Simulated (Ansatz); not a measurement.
Bi (A7 type, space group R-3m)

```yaml
crystal:
  lattice:
    - [2.26027, 1.30497, 4.00943]
    - [-2.26027, 1.30497, 4.00943]
    - [0.00000, -2.60994, 4.00943]
  atoms:
    - { symbol: Bi, position: [0.23371, 0.23371, 0.23371] }
    - { symbol: Bi, position: [0.76629, 0.76629, 0.76629] }
```

In this cell atom 1 (Bi, nearest neighbour Bi at 3.068 Å; its periodic images, 4.5 Å or more away, move with it) is moved by s towards the nearest neighbour, unit vector (0.000, -0.851, -0.526); all other atoms and the cell stay fixed.

The numbers are results of r2SCAN+rVV10 (plane waves to 500 eV, PAW, scalar-relativistic; Ansatz, an electronic-structure program), not measurements. k mesh 10×10×10 (Γ-centred), Fermi-Dirac smearing 0.05 eV. E stands for the smeared free energy. With partly filled bands, energies and forces of such displacements shift with the k mesh and the smearing. F⊥ is the part of the force across the line. Bi was relaxed with its symmetry unable to fall. Spin-orbit coupling is left out, though Bi is heavy. The zero of ΔE is the undisplaced structure.

### Question
Give the computed ΔE (meV/cell) and |F⊥| (eV/Å) at s (Å) = -0.488, -0.366, -0.244, -0.122, 0.244, 0.488.

### Answer
```tsv
s (Å)	ΔE (meV/cell)	|F⊥| (eV/Å)
-0.488	103	0.224
-0.366	69	0.046
-0.244	47	0.100
-0.122	18	0.107
0.244	142	0.278
0.488	803	0.576
```

(A displaced cell: forces are minus the slopes of the energy, force constants its curvatures, and phonons follow from these.)
